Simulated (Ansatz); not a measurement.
B:
```cif
data_B
_chemical_formula_sum 'B1'
_space_group_name_H-M_alt 'P 1'
_space_group_IT_number 1
_cell_length_a 1.98642
_cell_length_b 1.98642
_cell_length_c 1.98642
_cell_angle_alpha 109.471
_cell_angle_beta 109.471
_cell_angle_gamma 109.471
loop_
_space_group_symop_operation_xyz
  'x, y, z'
loop_
_atom_site_label
_atom_site_type_symbol
_atom_site_fract_x
_atom_site_fract_y
_atom_site_fract_z
_atom_site_occupancy
B1 B 0.00000 0.00000 0.00000 1
```

This is the r²SCAN-relaxed structure.

Task: All from r²SCAN (plane waves, PAW; program Ansatz), unless another level is named. Estimate the electronic character.

Result: metallic (no gap).

Task: And the density of states at the Fermi level?

Result: 0.19 states/eV per atom (mean over ±0.08 eV).

Space group Im-3m (bcc (W type)). The cell is a constructed one: a structure type filled with these elements; neither database checked (COD, Materials Project) lists it. It is not the phase usual at ambient conditions (space group No. 166). The r²SCAN relaxation kept the symmetry of its start. At this level the phase is mechanically unstable.

Potentials: the earlier of the program's two PAW sets.
